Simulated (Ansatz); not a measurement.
P (Pmna), an elastic constant from a strain scan

Theory: DFT PBEsol, scalar-relativistic, plane waves, PAW (Ansatz 0.2.0). Settings: plane waves to 420 eV, k-mesh 8×1×6 (Γ-centred), Gaussian smearing 0.05 eV. No spin polarisation. Energies are free energies at this smearing, counted from the undisturbed cell; pressure is positive in compression.

Zero of the scan (as given, not relaxed at this level; it stands at 0.0 GPa; this form isn't the usual structure):

```xyz
4
Lattice="3.2837 0.0000 0.0000 0.0000 34.8570 0.0000 0.0000 0.0000 4.6321" Properties=species:S:1:pos:R:3 pbc="T T T"
P     0.0000   33.8204    2.7429
P     0.0000    1.0366    1.8892
P     1.6419    1.0366    0.4268
P     1.6419   33.8204    4.2052
```

The cell holds layers and no dispersion correction was added, so their binding is poorly described.

The cell is strained by ε times the Voigt pattern (0, 0, 1, 0, 0, 0) (xx, yy, zz, yz, xz, xy; engineering shear) with fractional coordinates fixed. The cell holds 4 atoms in V0 = 530.19 Å³. The stress column is τ = (1/V0) dE/dε, got from the stress tensor σ (compression positive) at each point as −det(1 + εP) σ : P(1 + εP)⁻¹, with P the pattern as a tensor.

```csv
ε,ΔE (meV/atom),τ (GPa)
-0.0400,12.887,-0.806
-0.0300,7.090,-0.595
-0.0200,3.028,-0.387
-0.0100,0.676,-0.182
0.0000,0.000,0.019
0.0100,0.973,0.216
0.0200,3.556,0.408
0.0300,7.710,0.595
0.0350,10.361,0.687
0.0400,?,?
```

Which combination of elastic constants does this scan measure, and how large is it?

For small ε, τ = τ0 + Kε with K = pᵀCp, which for this pattern is C33 in the Cartesian frame shown. The parabola through τ at ε = -0.0100, 0 and 0.0100 has slope K = 19.9 GPa at zero. The energies per cell, E = NΔE, of the same two points give K = 2[E(ε₊)/ε₊ − E(ε₋)/ε₋]/[(ε₊ − ε₋)V0] = 19.9 GPa, in agreement. These are clamped-ion values.

Predict the withheld row at ε = 0.0400 from the harmonic law, and compare.

ΔE = V0(τ0 ε + Kε²/2)/N = 13.789 meV/atom and τ = 0.81 GPa. The calculation gives 13.390 meV/atom and 0.78 GPa, a miss of 2.9 % of the harmonic energy, so the harmonic law still holds here.

Forces appear on the atoms along this scan, and letting them relax would lower the energy and soften the response.